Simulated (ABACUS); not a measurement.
Input and output of a self-consistent single point for SnO2 (P4_2/mnm, 6 atoms in the cell; from Materials Project mp-856) (ABACUS).

Computed with PBE, numerical atomic orbitals TZDP (confined pseudo-atomic orbitals with Gaussian additions; energy shift 0.003 Ry), PseudoDojo 0.5 standard norm-conserving PBE (tails mended) pseudopotentials run with ABACUS.

```xyz
6
Lattice="4.7648 0.0000 0.0000 0.0000 4.7648 0.0000 0.0000 0.0000 3.2075" Properties=species:S:1:pos:R:3 pbc="T T T"
Sn     2.3824     2.3824     1.6038
Sn     0.0000     0.0000     0.0000
O      0.9245     3.8403     1.6038
O      3.8403     0.9245     1.6038
O      3.3069     3.3069     0.0000
O      1.4579     1.4579     0.0000
```

Reference input (self-consistent single point, DFT, PBE, plane waves, PseudoDojo 0.5 standard norm-conserving PBE (tails mended) pseudopotentials): KPT = MP 5 5 7 0 0 0; basis_type = pw; ecutwfc = 84 Ry; smearing_method = gaussian; smearing_sigma = 0.00367493 Ry; potentials = PseudoDojo 0.5 standard norm-conserving PBE (tails mended); symmetry = 1; symmetry_prec = 1e-05; ks_solver = dav_subspace; scf_nmax = 100; scf_thr = 1.0e-09 Ry; mixing_type = broyden. This run's input differs from it in these lines:

```diff
@@ -3,5 +3,6 @@
 calculation          scf
-basis_type           pw
+basis_type           lcao
 pseudo_dir           ./
-ecutwfc              84.0
+orbital_dir          ./
+ecutwfc              100.0
 symmetry             1
@@ -10,5 +11,5 @@
 smearing_sigma       0.00367493
-ks_solver            dav_subspace
+ks_solver            scalapack_gvx
 scf_nmax             100
-scf_thr              1.0e-09
+scf_thr              1.0e-06
 mixing_type          broyden
@@ -17,2 +18,3 @@
 cal_stress           1
+out_mul              1
 device               cpu
@@ -22,2 +24,6 @@
 O 15.999 O.upf
+
+NUMERICAL_ORBITAL
+Sn_pbe_8.7au_3s3p4d1f.orb
+O_pbe_5.1au_3s3p2d.orb
```

Log, with long lists cut:

```
 SELF-CONSISTENT
 -------------------------------------------

                  longest orb rcut (Bohr) = 8.7
   longest nonlocal projector rcut (Bohr) = 2.66
                     search radius (Bohr) = 22.7

                          real space grid = [ 60, 60, 40 ]

                                 init_chg = atomic

 LCAO ALGORITHM --------------- ION=   1  ELEC=   1--------------------------------

 Density error is 0.131543508236
 E_KohnSham     -447.3996170618      -6087.1840750584
 E_Fermi        0.7056457208         9.6008025722

 LCAO ALGORITHM --------------- ION=   1  ELEC=   2--------------------------------

   [... lines left out ...]

   [... 6 blocks of this kind left out ...]

 LCAO ALGORITHM --------------- ION=   1  ELEC=   9--------------------------------

 Density error is 1.26813687545e-06
 E_KohnSham     -447.6605983727      -6090.7349079588
 E_Fermi        0.7250961723         9.8654395409

 LCAO ALGORITHM --------------- ION=   1  ELEC=  10--------------------------------

 Density error is 1.35102621423e-07
 E_KohnSham     -447.6605983727      -6090.7349079588
 E_KS(sigma->0) -447.6605983727      -6090.7349079588
 E_entropy(-TS) -0.0000000000        -0.0000000000
 E_Fermi        0.7250963811         9.8654423825
 charge density convergence is achieved
 final etot is -6090.734908 eV
 EFERMI = 9.8654423825 eV

 STATE ENERGY(eV) AND OCCUPATIONS    NSPIN == 1
   [... 33 lines left out ...]

 TOTAL-FORCE (eV/Angstrom)
                       Sn1         0.0000000000         0.0000000000         0.0000000000
                       Sn2         0.0000000000         0.0000000000         0.0000000000
                        O1         0.0235319057        -0.0235319057         0.0000000000
                        O2        -0.0235319057         0.0235319057         0.0000000000
                        O3         0.0235319057         0.0235319057         0.0000000000
                        O4        -0.0235319057        -0.0235319057         0.0000000000

 TOTAL-STRESS (KBAR)
        81.8169716257         0.0000000000         0.0000000000
         0.0000000000        81.8169716257         0.0000000000
         0.0000000000         0.0000000000       105.8909775769
 TOTAL-PRESSURE: 89.841640 KBAR

 --------------------------------------------
 !FINAL_ETOT_IS -6090.7349079588411769 eV
 --------------------------------------------
```

The run converged in 10 iterations. Against the reference run the free energy rises by 128 meV/atom and the pressure goes from 6.56 to 8.98 GPa.

The atom-centred basis is finite, which shifts total energies and pressures against plane waves. This run is one point of a test of settings, so its values need not be converged; read them against the reference run alone. The structure comes from a collection of computed structures, made at another level of theory; the collection holds predicted forms beside known ones.

Cost on one core: about 40 core-seconds (a rough figure).

The atomic orbitals were generated for these runs; they are not ABACUS's published sets and were checked against plane waves on a few crystals only.

“Tails mended”: in these copies of the files the far tail of each local potential was reset to the Coulomb form.
